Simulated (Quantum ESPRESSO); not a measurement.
pw.x input (Quantum ESPRESSO 7.5; LDA, PseudoDojo standard norm-conserving files, scalar-relativistic):

```
&CONTROL
  calculation = 'scf'
  pseudo_dir = './pseudo'
  outdir = './out'
  tprnfor = .true.
  tstress = .true.
/
&SYSTEM
  ibrav = 0
  nat = 3
  ntyp = 2
  ecutwfc = 102.0
  ecutrho = 408.0
  occupations = 'smearing'
  smearing = 'fd'
  degauss = 0.002
  nbnd = 21
/
&ELECTRONS
  conv_thr = 3e-10
/
ATOMIC_SPECIES
Br 79.9040 Br.upf
Cd 112.4140 Cd.upf
CELL_PARAMETERS angstrom
  2.011115139000   1.161117867000   6.490510000000
 -2.011115139000   1.161117867000   6.490510000000
  0.000000000000  -2.322235733000   6.490510000000
ATOMIC_POSITIONS crystal
Br   0.746910000000   0.746910000000   0.746910000000
Br   0.253090000000   0.253090000000   0.253090000000
Cd   0.000000000000   0.000000000000   0.000000000000
K_POINTS automatic
8 8 8 0 0 0
```

End of the output:

```

[...]
     the Fermi energy is     4.7838 ev
!    total energy              =    -413.88070070 Ry
     estimated scf accuracy    <          5.6E-11 Ry
     smearing contrib. (-TS)   =       0.00000000 Ry
     internal energy E=F+TS    =    -413.88070070 Ry
     The total energy is F=E-TS. E is the sum of the following terms:
     one-electron contribution =    -330.26804216 Ry
     hartree contribution      =     171.67772524 Ry
     xc contribution           =     -68.76695526 Ry
     ewald contribution        =    -186.52342851 Ry
     convergence has been achieved in   9 iterations
     Forces acting on atoms (cartesian axes, Ry/au):
     atom    1 type  1   force =     0.00000000    0.00000000   -0.01346439
     atom    2 type  1   force =     0.00000000   -0.00000000    0.01346439
     atom    3 type  2   force =    -0.00000000    0.00000000    0.00000000
     Total force =     0.019042     Total SCF correction =     0.000006
     Computing stress (Cartesian axis) and pressure
          total   stress  (Ry/bohr**3)                   (kbar)     P=      -30.56
  -0.00021710   0.00000000  -0.00000000          -31.94        0.00       -0.00
   0.00000000  -0.00021710   0.00000000            0.00      -31.94        0.00
   0.00000000   0.00000000  -0.00018909            0.00        0.00      -27.82
```
In a gapped system the printed Fermi energy is only some level inside the gap.

Spin-orbit coupling is not included.

Geometry of the Materials Project entry, not relaxed at this level.
